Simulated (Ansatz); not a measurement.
# GaCu3: do energies and stresses tell the same story?

Method: DFT r2SCAN, scalar-relativistic, plane waves, PAW in Ansatz 0.2.0.

Cutoff 500 eV; k points 12×12×12 on the computed 4-atom cell (Γ-centred); Gaussian smearing, width 0.10 eV; no spin polarisation.

Relaxed cell: Pm-3m, a = 3.648 Å, b = 3.648 Å, c = 3.648 Å, α = 90.00°, β = 90.00°, γ = 90.00°, 4 atoms in the primitive cell. Whether it is the stable form of this composition wasn't checked.

Energies at zero smearing and pressures from the stress tensor, at volumes with shape and atoms relaxed:
```
V (Å³/atom) E − E(first) (meV/atom) P (GPa)
     11.407                     0.00    10.78
     11.771                   -17.63     4.91
     12.135                   -23.06     0.00
     12.499                   -18.29    -4.09
     12.863                    -5.01    -7.51
```

Check P = −dE/dV between neighbouring volumes, and get the bulk modulus from the pressures alone.

With 1 eV/Å³ = 160.2 GPa:
```
middle V (Å³/atom)  −ΔE/ΔV (GPa) mean P (GPa)
            11.589         7.758         7.845
            11.953         2.390         2.456
            12.317        -2.099        -2.045
            12.681        -5.846        -5.799
```

The two differ by 0.09 GPa at most. The mean of two end pressures misses the average over a step by about ΔV² P″/12, up to 0.09 GPa here; with that taken off 0.01 GPa remains. Around V = 12.135 Å³/atom, the two neighbours give B = −V ΔP/ΔV = 12.135 × 9.00 / 0.728 = 150.0 GPa, against B0 = 149.1 GPa from the Birch–Murnaghan fit of the energies.

Cost: 6 runs of about 4.6 core-minutes in all, on Intel Xeon Platinum 8488C (Sapphire Rapids) (shared hosts).